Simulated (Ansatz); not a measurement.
Ti4HS8:
```xyz
13
Lattice="6.8652 0.0000 0.0000 -3.4326 5.9454 0.0000 0.0000 0.0000 5.8872" Properties=species:S:1:pos:R:3 pbc="T T T"
Ti     1.6307     4.9051     0.0005
S      0.0000     0.0000     1.3611
S      1.7018     0.9825     4.5179
Ti     0.0000     2.0806     0.0005
S      1.7163     2.9727     1.4155
S      3.4326     3.9803     4.5179
Ti    -1.6307     4.9051     0.0005
S      3.4326     0.0001     1.4155
S      5.1634     0.9825     4.5179
Ti     3.4326     1.9818     5.8574
S      5.1488     2.9727     1.4155
S      0.0000     3.9636     4.4224
H      0.0000     0.0000     2.7134
```

Relaxed with r²SCAN+D4.

Task: Map the electron localisation function on the plane through (0.000, 0.000, 0.231) spanned by u = [0, 0, 1] and v = [1, -1, 0] in lattice vectors, from r²SCAN+D4 in the plane-wave PAW code Ansatz.

Result: x is the fraction of u, y of v (the angle between them is 90°; rows are the nearest grid lines); atoms in the plane: S at (0.00, 0.00), S at (0.01, 0.50), Ti at (0.77, 0.17), S at (0.54, 0.83), Ti at (0.76, 0.67), S at (0.52, 0.33), H at (0.23, 0.00).
```
|  -%@@@@@@-           .=**+.  |
|#**##%%%+.  .:-===--:..-+#%%%#|
|%%#*+=-:  .-*######*+-..-*%%%%|
|::.     .+%%@%#+=*#%#*=:...:::|
|        =#%@@#.   =###+-.     |
|        .=#%%%%%%%%%*=:       |
|.        .=*#%%%%%#=:..     ..|
|            ..::. .+#####+:   |
|                  :*##**#*-   |
|###*+=.        ..   .:-=-::+##|
|%%%%%#+:       ...     .:=#%%%|
| .+%@@%*:            .-+###+: |
| .+%@@%*:           ..-*###+: |
|%%%%#*-   :+*#####*+=::-+*#%%%|
|***+=:   -*%%%%%%%%#*=:::=+***|
|       .+%@@%+   :*##*=:..    |
|        =#%@%#=--*#%#+-:.     |
|..       :+##%%%%#*-:.:..   ..|
|..        .-+***+-.:+*#**-.  .|
|                  :+#*++##=.  |
|--:.           .   :=*##*=..:-|
|@%#*++=-.      ....     :+%@@@|
|%####%%%#:            .-+%%%%%|
|  -%@@@@@@-           .=**+.  |
```
Scale: ten equal steps from -0.002 (start of ' ') to 0.997 (end of '@'), in the order ' .:-=+*#%@'; x runs from 0.000 to 1.00, y from 0.000 (bottom) to 1.00 (top).

The density is the valence pseudo-density with augmentation charge, so density and ELF within about 1 Å of a nucleus are not all-electron values.

Space group P3m1. The start of the workflow was typed in or built on a structure type; neither database checked (COD, Materials Project) lists it. Its standing as an ambient phase is unchecked. Symmetry was held in the r²SCAN+D4 relaxation; its stability against distortions is not shown here. The workflow began spin-polarised and lost its moments.

Potentials: the earlier of the program's two PAW sets. The files were generated under PBE; for other functionals the program regenerates the frozen cores, and for LDA and PBEsol the local potential too.
